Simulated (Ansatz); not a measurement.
Values for one crystal, relaxed and computed with r²SCAN in the plane-wave PAW code Ansatz; other levels are named.

- Volume per atom = 21.30 Å³
- Band gap = 1.59 eV (indirect)
- Valence-band maximum = at Γ
- HSE06 gap on the r²SCAN cell = 2.20 eV
- Electron effective mass with spin–orbit coupling = 0.48, 0.57, 0.57 mₑ (principal values)
- Bulk modulus (Birch–Murnaghan fit) = 66.6 GPa
- Formation energy from the elements (no fitted shifts) = -490 meV/atom

### Question
Pick the material that matches.
(A) CdS2, Pa-3 (Cd on 4a, S on 8c)
(B) CdIn2Te4, I-4 (Cd on 2a, In on 2b, In on 2d, Te on 8g)
(C) PbS, rock salt
(D) MgS, rock salt

### Answer
A, CdS2, Pa-3 (Cd on 4a, S on 8c)

The first step of the workflow began from a Materials Project structure, measured or hypothetical; the Crystallography Open Database copy checked does not list it. Its standing as an ambient phase is unchecked. The r²SCAN relaxation kept the symmetry of its start; whether a distortion lowers the energy is not shown. The references are the lowest solids computed at this level, not always the standard phases. Scalar-relativistic: spin–orbit coupling is off unless named, which matters more the heavier the elements.

Potentials: the later of the program's two PAW sets.
